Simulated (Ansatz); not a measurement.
# Na₄YNbSi₃O₁₂: ²³Na NMR of the central transition

Cell: a computed structure from the Materials Project (it need not be an observed phase), taken as it stands.

Space group R3c:H (No. 161); a = 9.3855, c = 22.8167 Å, γ = 120.00°.

```csv
site,Wyckoff,site symmetry,x,y,z
Na1,18b,1,0.3057,0.3464,0.5815
Na7,6a,3.,0.0000,0.0000,0.4960
Y,6a,3.,0.0000,0.0000,0.3486
Nb,6a,3.,0.0000,0.0000,0.6483
Si,18b,1,0.9611,0.3260,0.5843
O19,18b,1,0.2194,0.0255,0.3089
O25,18b,1,0.8064,0.9702,0.6943
O31,18b,1,0.0007,0.8137,0.4120
O37,18b,1,0.9621,0.1482,0.5881
```

One atom of each set is listed; the run and its k-mesh use a cell of 42 atoms with edges of 9.34, 9.34, 9.34 Å.

Computed with Ansatz: DFT, PBE, plane waves and PAW, scalar-relativistic, 420 eV cutoff, Γ-centred 3×3×3 k-points, Fermi–Dirac smearing 0.02 eV.

²³Na has I = 3/2 and Q = 104.0 mb (Pyykkö 2018); at 11.7 T its Larmor frequency is ν₀ = 131.8 MHz. Only the quadrupole interaction is simulated: positions count from each site's isotropic chemical shift, and J coupling is left out, as are shift anisotropy and dipolar coupling, which fast spinning averages.

Task: What does the ²³Na spectrum (fast magic-angle spinning) show for each site?

Result: 

```csv
site,first shell,C_Q (MHz),η,P_Q (MHz),δ_QIS (ppm),breadth (kHz)
Na1,"8 O at 2.39–3.06 Å; also 1 O at 3.41 Å, 1 Na at 3.43 Å",-2.24,0.49,2.32,-7.77,2.38
Na7,6 O at 2.60–2.64 Å,-2.51,0.00,2.51,-9.08,2.57
```

δ_QIS = −(ν_Q²/30ν₀²)[I(I+1) − 3/4](1 + η²/3) × 10⁶ ppm with ν_Q = 3|C_Q|/[2I(2I−1)]; it falls as 1/B₀² in ppm, and the breadth as 1/B₀ in kHz.

An axis of threefold or higher order runs through Na7, so V_zz lies along it and η is zero.

The largest force is 0.4 eV/Å, so the atoms aren't at the calculated equilibrium and relaxing them would move these values.

Hardware: 1 thread of Intel Xeon 6975P-C (Granite Rapids) (x86_64; 48 cores open to the job, memory cap 2.5 GiB, no GPU), a shared host with a load of 0.5 a core. Wall time 64 s, CPU time 64 s, peak memory 1.4 GiB.
